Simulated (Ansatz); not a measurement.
SiO₂ (alpha-cristobalite type, space group P4_12_12)

```xyz
12
Lattice="5.0828 0.0000 0.0000 0.0000 5.0828 0.0000 0.0000 0.0000 7.0981" Properties=species:S:1:pos:R:3 pbc="T T T"
Si     1.4946     1.4946     0.0000
Si     4.0360     1.0468     5.3235
Si     1.0468     4.0360     1.7745
Si     3.5882     3.5882     3.5490
O      1.2255     0.4771     1.2382
O      3.7669     2.0642     4.0854
O      1.3159     3.0185     0.5363
O      3.8573     4.6056     4.7872
O      4.6056     3.8573     2.3108
O      2.0642     3.7669     3.0127
O      3.0185     1.3159     6.5617
O      0.4771     1.2255     5.8599
```

The slice is a (001) plane (indices of the conventional cell) through the point (0.794, 0.206, 0.750) (fractional), spanned by u = [100] and v = [010] in vectors of this cell: u (5.08 Å) and v (5.08 Å, at 90° to u). It covers one period; positions are fractions (u, v).

These are PBE (plane waves to 420 eV, PAW, scalar-relativistic; Ansatz, a quantum-chemistry and plane-wave program) values and carry that method's errors. k mesh 5×5×4. These are valence fields of a PAW run, semicore shells included where kept as valence: close to a nucleus they are smooth pseudo fields. SiO2 was relaxed with its symmetry unable to fall. The PAW data are Ansatz's earlier set.

Q: Sketch the electron localisation function (ELF) on this plane as a map.

A: 
```
|xx.:+%@@@@@@@@%#=.    .::--:...x|
|:...-*#%@@@@@@%*-.    ...:::....|
|-:..:=+#%%@@%%#+:       ...:::--|
|*+-:::-=*##%##*=:        .:-=+**|
|%%*=:..:-=+**+=-.       ..-=*#%%|
|@@#+-.  .:-==--.        .:=*#%@@|
|@@%#=:    ..::.        .:=*#%@@@|
|@@@%*-.                .-+#%@@@@|
|@@@%#=:               .:=*%@@@@@|
|@@@@#+-.              .-+#%@@@@@|
|@@@@%*=.              .-+#%@@@@@|
|@@@%#*=:              .-+*%@@@@@|
|@@@%#+-:              .:=*#%@@@@|
|%%%#*=-.               .-=*#%%%@|
|##*+=-.                 .:=+**##|
|==-::.                   .::-===|
|...                         ....|
|                                |
|                                |
|                                |
|                              ..|
|...      .....              ....|
|::.    ..:---:.            ...::|
|-:.. ..:-=+++=-.           ..::-|
|--:...:=+*##**=:.          ..:--|
|--:.:-=*#%%%%#*=:         ..::--|
|-:::-=*#%@@@@%#+:      .....::--|
|:..:=*#%@@@@@@%*-.    ....::::::|
|...:+#%@@@@@@@%*=.    ..:::::...|
|...-*%@@@@@@@@%#=.   ..::---:...|
|xx.-*%@@@@@@@@@#=.   ..:----:..x|
|xx:-*%@@@@@@@@%#=.    .:----:..x|
```
Scale: ten equal steps from 0.00 (start of ' ') to 0.86 (end of '@'), in the order ' .:-=+*#%@'. Values: electron localisation function (ELF). The map has 32 points along u (one character each, u = 0 at the left) and 32 along v (v = 0 in the bottom row). Points within 0.3 Å of a nucleus are blanked (x), as the pseudised field means little there.
